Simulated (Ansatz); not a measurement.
Values for one crystal, relaxed and computed with r²SCAN in the plane-wave PAW code Ansatz; other levels are named.

Volume per atom: 19.81 Å³
Band gap: 7.41 eV (indirect)
Valence-band maximum: on the K–Γ line, 37 % of the way from K
HSE06 gap on the r²SCAN cell: 8.76 eV
Smallest direct gap on the standard path: 7.52 eV
Electron effective mass with spin–orbit coupling: 0.50 mₑ (isotropic)
Hole effective mass: 2.6, 4.2, 6.1 mₑ (principal values)

Problem. Pick the material that matches.
A. BaTiO3, cubic perovskite
B. HfO2, fluorite
C. CaF2, Pmc2_1 (Ca on 2a, F on 2b, F on 2a)
D. BaF2, fluorite

Solution. D, BaF2, fluorite

Space group Fm-3m (fluorite). The r²SCAN relaxation kept the symmetry of its start. Scalar-relativistic: spin–orbit coupling is off unless named, which matters more the heavier the elements.

Potentials: the earlier of the program's two PAW sets. The files were generated under PBE; for other functionals the program regenerates the frozen cores, and for LDA and PBEsol the local potential too.
